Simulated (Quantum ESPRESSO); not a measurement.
Si3NO4F (made-up cell) (calculated)

All values are calculated (Quantum ESPRESSO 7.5). Calculation on a made-up crystal cell, not a measurement, with one named mistake planted (healthy values lack it): periodic Kohn-Sham density functional theory in plane waves with PseudoDojo standard norm-conserving scalar-relativistic pseudopotentials, each functional with its own files (v0.5 for PBE, v0.4.1 for LDA and PBEsol), no spin polarisation, no spin-orbit coupling, atoms not relaxed, stress positive in tension, energies less a fixed whole-eV offset for each atom's element; levels are Kohn-Sham levels at fractions of this cell's reciprocal vectors, counted from the reference band (half the neutral cell's valence electrons, rounded up) at Gamma; error bars cover cutoff and k-mesh only, not smearing or the files; each bar is the largest change over components, and at least 0.002 eV, 0.002 eV per angstrom or 0.02 GPa; a charged cell sits in a uniform background, with energy and stress on this program's zero of potential; no dispersion term; energies are for the whole cell, and the offsets were chosen from early runs and are not element reference energies; a distance is the largest change of any value in units of its error bar (the energy's for the smearing term), a scale change is of lengths, and a coarse mesh keeps the half-step shift; machines and their load varied, so run times do not measure scaling.

Common to all entries: lattice type quartz; intended functional pbe; intended cutoff 1143 eV; intended fermi dirac smearing 0.025 eV; intended scf tolerance 1e-07 eV; intended electrons removed 0; healthy free energy less offsets 11.269 eV; healthy scf iterations 14; healthy smearing term minus ts 0 eV; healthy pressure 16.09 GPa; healthy stress xx 0.28 GPa; healthy stress yy -31.23 GPa; healthy stress zz -17.31 GPa; healthy stress yz 3.52 GPa; healthy stress xz 4.41 GPa; healthy stress xy -7.49 GPa; healthy reference band 24; faulty run command mpirun -np 4 pw.x -nk 4 -in in; faulty run processor Intel Xeon, older, virtual cores; intended k mesh 5 x 5 x 4, shifted by half a step; structure shown as intended, without the mistake.

(1) Si3NO4F (made-up cell)

Intended structure:
```cif
# cell vector a (Å): 4.9909 0.0295 -0.0295
# cell vector b (Å): -2.4699 4.2583 0.0131
# cell vector c (Å): -0.0324 -0.0021 5.4483
data_Si3NO4F
_symmetry_space_group_name_H-M 'P 1'
_symmetry_Int_Tables_number 1
_cell_length_a 4.9911
_cell_length_b 4.9228
_cell_length_c 5.4484
_cell_angle_alpha 89.696
_cell_angle_beta 90.679
_cell_angle_gamma 119.776
_cell_volume 116.18
loop_
_atom_site_label
_atom_site_type_symbol
_atom_site_fract_x
_atom_site_fract_y
_atom_site_fract_z
_atom_site_occupancy
Si1 Si 0.47190 0.00671 0.66458 1
Si2 Si 0.95794 0.43387 0.34436 1
Si3 Si 0.53550 0.51333 0.99849 1
O1 O 0.41318 0.27884 0.80376 1
F1 F 0.74990 0.14389 0.44660 1
O2 O 0.84805 0.57298 0.12125 1
N1 N 0.30052 0.44398 0.22492 1
O3 O 0.16211 0.73171 0.53417 1
O4 O 0.57891 0.82765 0.88782 1
```

- fault kind: wide smearing
- fault smearing: 0.61 eV
- faulty free energy less offsets: 10.81 eV
- faulty scf iterations: 12
- faulty smearing term minus ts: -1.166 eV
- faulty pressure: 18.88 GPa
- faulty stress xx: -3.387 GPa
- faulty stress yy: -32.84 GPa
- faulty stress zz: -20.41 GPa
- faulty stress yz: 3.945 GPa
- faulty stress xz: 5.633 GPa
- faulty stress xy: -7.512 GPa
- faulty reference band: 24
- other mistakes compared: 7
- distance from healthy: 583 error bars
- distance from nearest other mistake: 583 error bars
- healthy error bar energy: 0.002 eV
- healthy error bar stress: 0.02 GPa
- healthy error bar force: 0.002 eV/Å
- healthy error bar next band up: 0.002 eV
- faulty wall time of scf and band steps on a shared machine: 178.1 s

Atoms:
| atoms element | atom site | atom energy offset (eV) |
| --- | --- | --- |
| Si | 1 | -115 |
| Si | 2 | -115 |
| Si | 3 | -115 |
| O | 4 | -452 |
| F | 5 | -677 |
| O | 6 | -452 |
| N | 7 | -283 |
| O | 8 | -452 |
| O | 9 | -452 |

Healthy forces:
| site | x (eV/Å) | y (eV/Å) | z (eV/Å) |
| --- | --- | --- | --- |
| 1 | -2.913 | -3.958 | 5.413 |
| 2 | 10.652 | 15.808 | -10.095 |
| 3 | -2.714 | 3.697 | 8.013 |
| 4 | 2.578 | -8.359 | -8.945 |
| 5 | -2.729 | -11.403 | 4.972 |
| 6 | 1.841 | -0.122 | 0.723 |
| 7 | -3.438 | -2.224 | 3.017 |
| 8 | -1.159 | 0.774 | 1.529 |
| 9 | -2.117 | 5.786 | -4.626 |

Healthy levels:
| level k point | next band up (eV) |
| --- | --- |
| Gamma | 1.067 |
| (1/2,1/2,1/2) | 1.874 |
| (0.15,0,0) | 1.312 |
| (0,0.15,0) | 1.399 |
| (0,0,0.15) | 1.269 |

Faulty forces:
| site | x (eV/Å) | y (eV/Å) | z (eV/Å) |
| --- | --- | --- | --- |
| 1 | -2.764 | -3.442 | 5.494 |
| 2 | 9.775 | 15.55 | -9.132 |
| 3 | -2.298 | 3.843 | 6.996 |
| 4 | 1.909 | -8.002 | -8.216 |
| 5 | -1.867 | -11.45 | 3.99 |
| 6 | 1.829 | -0.1219 | 0.7233 |
| 7 | -3.537 | -2.18 | 2.974 |
| 8 | -1.117 | 0.5364 | 1.235 |
| 9 | -1.93 | 5.264 | -4.065 |

Faulty levels:
| level k point | next band up (eV) |
| --- | --- |
| Gamma | 1.572 |
| (1/2,1/2,1/2) | 2.439 |
| (0.15,0,0) | 1.825 |
| (0,0.15,0) | 1.892 |
| (0,0,0.15) | 1.765 |

(2) Si3NO4F (made-up cell)

Structure as in entry 1.

* fault kind: cell scaled
* fault scale change: -1.26 percent
* faulty free energy less offsets: 11.82 eV
* faulty scf iterations: 12
* faulty smearing term minus ts: 0 eV
* faulty pressure: 24.55 GPa
* faulty stress xx: -6.197 GPa
* faulty stress yy: -41.59 GPa
* faulty stress zz: -25.85 GPa
* faulty stress yz: 3.564 GPa
* faulty stress xz: 4.194 GPa
* faulty stress xy: -8.266 GPa
* faulty reference band: 24
* other mistakes compared: 7
* distance from healthy: 737.6 error bars
* distance from nearest other mistake: 745.8 error bars
* healthy error bar energy: 0.002 eV
* healthy error bar stress: 0.02 GPa
* healthy error bar force: 0.002 eV/Å
* healthy error bar next band up: 0.002 eV
* faulty wall time of scf and band steps on a shared machine: 105.6 s

Atoms:
| atoms element | atom site | atom energy offset (eV) |
| --- | --- | --- |
| Si | 1 | -115 |
| Si | 2 | -115 |
| Si | 3 | -115 |
| O | 4 | -452 |
| F | 5 | -677 |
| O | 6 | -452 |
| N | 7 | -283 |
| O | 8 | -452 |
| O | 9 | -452 |

Healthy forces:
| site | x (eV/Å) | y (eV/Å) | z (eV/Å) |
| --- | --- | --- | --- |
| 1 | -2.913 | -3.958 | 5.413 |
| 2 | 10.652 | 15.808 | -10.095 |
| 3 | -2.714 | 3.697 | 8.013 |
| 4 | 2.578 | -8.359 | -8.945 |
| 5 | -2.729 | -11.403 | 4.972 |
| 6 | 1.841 | -0.122 | 0.723 |
| 7 | -3.438 | -2.224 | 3.017 |
| 8 | -1.159 | 0.774 | 1.529 |
| 9 | -2.117 | 5.786 | -4.626 |

Healthy levels:
| level k point | next band up (eV) |
| --- | --- |
| Gamma | 1.067 |
| (1/2,1/2,1/2) | 1.874 |
| (0.15,0,0) | 1.312 |
| (0,0.15,0) | 1.399 |
| (0,0,0.15) | 1.269 |

Faulty forces:
| site | x (eV/Å) | y (eV/Å) | z (eV/Å) |
| --- | --- | --- | --- |
| 1 | -2.86 | -3.865 | 5.553 |
| 2 | 11.29 | 16.85 | -10.63 |
| 3 | -2.734 | 4.031 | 8.597 |
| 4 | 2.431 | -9.119 | -9.937 |
| 5 | -3.014 | -12.88 | 5.528 |
| 6 | 2.243 | 0.2381 | 0.5182 |
| 7 | -3.659 | -2.526 | 3.548 |
| 8 | -1.501 | 0.7539 | 1.682 |
| 9 | -2.196 | 6.52 | -4.856 |

Faulty levels:
| level k point | next band up (eV) |
| --- | --- |
| Gamma | 1.292 |
| (1/2,1/2,1/2) | 2.131 |
| (0.15,0,0) | 1.541 |
| (0,0.15,0) | 1.619 |
| (0,0,0.15) | 1.494 |
